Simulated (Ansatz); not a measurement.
# Trial structures of SmF: starts and ends

The calculation used DFT PBE, scalar-relativistic, plane waves, PAW, and for the lanthanide a 4f-in-core norm-conserving potential (Ansatz). All cells share a 690 eV cutoff and Γ-centred k meshes spaced at most about 0.3 Å⁻¹ (about 0.25 or finer for metals, 2π included). No spin polarisation in the final relaxations.

Each guess was relaxed in cell and atoms at zero pressure, within the symmetry of its start. All energies are static (0 K, no zero-point motion). Coordination counts F atoms around Sm (those within 1.25 times the shortest such distance or 1.15 times the sum of covalent radii, 1.27 where that leaves under three).

```json
{"guess": "1", "made from": "random cell", "start group": "P6mm", "V start (Å³/atom)": "19.7", "end group": "P6/mmm", "V end (Å³/atom)": "27.4", "coordination at the end": "Sm 2", "gap on mesh (eV)": "0", "E over the lowest end (meV/atom)": "0"}
{"guess": "2", "made from": "DyHo type", "start group": "P-6m2", "V start (Å³/atom)": "24.9", "end group": "P-6m2 (tungsten carbide)", "V end (Å³/atom)": "19.0", "coordination at the end": "Sm 6", "gap on mesh (eV)": "0", "E over the lowest end (meV/atom)": "310"}
{"guess": "3", "made from": "MnO type", "start group": "Fm-3m", "V start (Å³/atom)": "19.6", "end group": "?", "V end (Å³/atom)": "?", "coordination at the end": "?", "gap on mesh (eV)": "?", "E over the lowest end (meV/atom)": "?"}
{"guess": "4", "made from": "SrTl type", "start group": "Pm-3m", "V start (Å³/atom)": "21.0", "end group": "Pm-3m (caesium chloride)", "V end (Å³/atom)": "18.0", "coordination at the end": "Sm 8", "gap on mesh (eV)": "0", "E over the lowest end (meV/atom)": "736"}
```

Guess 3 as it starts:

```yaml
crystal:
  lattice:
    - [0.00000, 2.69631, 2.69631]
    - [2.69631, 0.00000, 2.69631]
    - [2.69631, 2.69631, 0.00000]
  atoms:
    - { symbol: Sm, position: [0.00000, 0.00000, 0.00000] }
    - { symbol: F, position: [0.50000, 0.50000, 0.50000] }
```

Question: Fill in the missing row: what does this guess relax into, and where does it rank?

Answer: It ends in the rock salt type, space group Fm-3m (No. 225), with a = 5.225 Å, 17.8 Å³/atom and no gap. It lies 251 meV/atom over the lowest end, above guess 1 and below guess 2. Counting F atoms around Sm, this end has Sm 6 and the lowest (guess 1) has Sm 2.

```cif
data_structure
_symmetry_space_group_name_H-M 'Fm-3m'
_symmetry_Int_Tables_number 225
_cell_length_a 5.2250
_cell_length_b 5.2250
_cell_length_c 5.2250
_cell_angle_alpha 90.000
_cell_angle_beta 90.000
_cell_angle_gamma 90.000
_cell_volume 142.64
loop_
_atom_site_label
_atom_site_type_symbol
_atom_site_symmetry_multiplicity
_atom_site_Wyckoff_symbol
_atom_site_fract_x
_atom_site_fract_y
_atom_site_fract_z
_atom_site_occupancy
Sm1 Sm 4 a 0.00000 0.00000 0.00000 1
F1 F 4 b 0.50000 0.00000 0.00000 1
```

The zero of energy is the elements' standard structures at the same level (F₂ as a molecule); no fitted shifts are applied.

Question: Is the lowest end bound against the elements?

Answer: Yes: its formation energy is −2.35 eV/atom. Whether it is stable depends on the other phases of the system, which aren't compared here.

Cells relaxed within their symmetry can be saddle points. A lower structure may well exist outside this small set. Some structure types and database cells were kept out of the candidates from the start, so a known form may be missing.

The lanthanide is trivalent by construction, without f bands, f moments or other valences. The reference runs of the other elements, and any phases without the lanthanide, used 420 eV, which shifts energies against them by under 10 meV/atom. The lanthanide's reference is the lowest of its hcp, dhcp and fcc cells.
